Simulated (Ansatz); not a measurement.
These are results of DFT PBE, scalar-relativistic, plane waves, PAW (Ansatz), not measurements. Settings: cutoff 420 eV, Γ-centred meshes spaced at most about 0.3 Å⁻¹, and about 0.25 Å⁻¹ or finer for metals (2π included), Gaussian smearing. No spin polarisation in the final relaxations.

These are static total energies at zero pressure.

Compare these two cells of Ga2GeO, each relaxed at this level.

A.

```xyz
4
Lattice="3.5741 0.0000 0.0000 0.0000 3.5741 0.0000 0.0000 0.0000 4.9225" Properties=species:S:1:pos:R:3 pbc="T T T"
Ga    0.0000    0.0000    2.4613
Ga    1.7871    1.7871    0.0000
Ge    0.0000    0.0000    0.0000
O     1.7871    1.7871    2.4613
```

B.

```xyz
4
Lattice="2.9952 0.0000 0.0000 -1.4976 2.5939 0.0000 0.0000 0.0000 7.9928" Properties=species:S:1:pos:R:3 pbc="T T T"
Ga    0.0000    0.0000    6.5138
Ga    0.0000    0.0000    1.4790
Ge    1.4976    0.8646    3.9964
O     0.0000    1.7293    0.0000
```

Task: Which form is favoured at zero pressure, and by what margin per atom?

Result: B is lower, by 124 meV/atom. A has space group P4/mmm (No. 123), 15.7 Å³/atom and no gap on its mesh; B has space group P-6m2 (No. 187), 15.5 Å³/atom and no gap. Counting Ga or Ge atoms around O (for each partner element, those within 1.25 times its shortest distance or 1.15 times the sum of covalent radii, where it is the nearest in units of that sum or under 1.3; the shortest distance is added where it is long for a bond), A has O 6 from 2.5 Å and B has O 6 from 2.3 Å. Both come from invented guesses.

Cells relaxed within their symmetry can be saddle points.
